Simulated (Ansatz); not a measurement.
One crystal and one scan (energy over volume and axial ratio) at two levels, PBE-D3(BJ) (plane waves to 420 eV, PAW, scalar-relativistic; Ansatz, a first-principles code) and r2SCAN+rVV10 (plane waves to 500 eV, PAW, scalar-relativistic; Ansatz), each from its own relaxed cell and on its own mesh. The cell shown is that of PBE-D3(BJ).

BN (h-BN type, space group P6_3/mmc)

```yaml
crystal:
  lattice:
    - [2.50580, 0.00000, 0.00000]
    - [-1.25290, 2.17009, 0.00000]
    - [0.00000, 0.00000, 6.61621]
  atoms:
    - { symbol: B, position: [0.33333, 0.66667, 0.25000] }
    - { symbol: B, position: [0.66667, 0.33333, 0.75000] }
    - { symbol: N, position: [0.33333, 0.66667, 0.75000] }
    - { symbol: N, position: [0.66667, 0.33333, 0.25000] }
```

The relaxed cell is deformed in two ways at once: its volume V is scaled, and at that volume it is stretched along z (the c axis of the conventional cell) so that c/a changes. Fractional atomic positions are held.

The energy includes the smearing's −TS. BN was relaxed with its symmetry unable to fall. The PAW data are Ansatz's earlier set. Percentages come from the unrounded values. Both scans cover V/V₀ from 0.920 to 1.080 and (c/a)/(c/a)₀ from 0.960 to 1.040.

| quantity | PBE-D3(BJ) | r2SCAN+rVV10 | PBE-D3(BJ) − r2SCAN+rVV10 |
|---|---|---|---|
| Lattice constant a (Å) | 2.506 | 2.500 | +0.006 (+0.2 %) |
| Lattice constant c (Å) | 6.616 | 6.525 | +0.091 (+1.4 %) |
| Relaxed volume (Å³/atom) | 8.99 | 8.83 | +0.16 (+1.9 %) |
| Modulus against c/a change at fixed volume, (3/4V)·∂²E/∂(ln c/a)² (fit, atoms clamped) (GPa) | 191 | 201 | -10 (-5 %) |

PBE-D3(BJ) gives the higher value for: lattice constant a; lattice constant c; relaxed volume. PBE-D3(BJ) gives the lower value for: modulus against c/a change at fixed volume. Neither level is exact: the differences show how much the result hangs on the functional.

(Under strain, the slope of the energy per volume gives the stress and its curvature an elastic modulus.)
